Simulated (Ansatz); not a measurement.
CuAu (CuAu type, space group P4/mmm)

```
CELL_PARAMETERS angstrom
      2.88152     0.00000     0.00000
      0.00000     2.88152     0.00000
      0.00000     0.00000     3.61476
ATOMIC_POSITIONS crystal
  Cu 0.50000 0.50000 0.50000
  Au 0.00000 0.00000 0.00000
```

The slice is a (0 -1 1) plane (indices of the conventional cell) through the point (0.000, 0.000, 0.000) (fractional), spanned by u = [100] and v = [011] in vectors of this cell: u (2.88 Å) and v (4.62 Å, at 90° to u). It covers one period; positions are fractions (u, v).

Computed with PBE (plane waves to 420 eV, PAW, scalar-relativistic; Ansatz, a quantum-chemistry and plane-wave program). k mesh 16×16×13. Near the nuclei the fields are pseudised (PAW); where an atom keeps semicore shells as valence, they peak there. CuAu is run without spin polarisation. CuAu was relaxed with its symmetry unable to fall. Spin-orbit coupling is left out, though Au is heavy.

Three fields on this plane, each scaled to ten steps between its own extremes (0 low, 9 high; the total valence density on a logarithmic scale, the potential cut 8 eV below its top; x marks points blanked near nuclei; v = 0 in the bottom row):

Map A
```
|xxxxx575xxxx|
|xxxx06860xxx|
|xxxx48984xxx|
|xx037898730x|
|345677677654|
|88763xxx3678|
|997xxxxxxx79|
|985xxxxxxx58|
|98xxxxxxxxx8|
|97xxxxxxxxx7|
|98xxxxxxxxx8|
|985xxxxxxx58|
|997xxxxxxx79|
|88763xxx3678|
|345677677654|
|xx037898730x|
|xxxx48984xxx|
|xxxx06860xxx|
|xxxxx575xxxx|
|xxxxx474xxxx|
```

Map B
```
|xxxxx646xxxx|
|xxxx94349xxx|
|xxxx63236xxx|
|xx974212479x|
|765433333456|
|22335xxx5332|
|012xxxxxxx21|
|003xxxxxxx30|
|01xxxxxxxxx1|
|01xxxxxxxxx1|
|01xxxxxxxxx1|
|003xxxxxxx30|
|012xxxxxxx21|
|22335xxx5332|
|765433333456|
|xx974212479x|
|xxxx63236xxx|
|xxxx94349xxx|
|xxxxx646xxxx|
|xxxxx646xxxx|
```

Map C
```
|xxxxx545xxxx|
|xxxx85458xxx|
|xxxx65456xxx|
|xx975434579x|
|776531013567|
|55410xxx0145|
|431xxxxxxx13|
|310xxxxxxx01|
|20xxxxxxxxx0|
|20xxxxxxxxx0|
|20xxxxxxxxx0|
|310xxxxxxx01|
|431xxxxxxx13|
|55410xxx0145|
|776531013567|
|xx975434579x|
|xxxx65456xxx|
|xxxx85458xxx|
|xxxxx545xxxx|
|xxxxx545xxxx|
```

### Question
Assign the maps to these fields: electron localisation function (ELF); valence electron density; electrostatic potential energy of an electron, from the cell's mean.

### Answer
A is the electrostatic potential energy of an electron, from the cell's mean; B is the valence electron density; C is the electron localisation function (ELF).
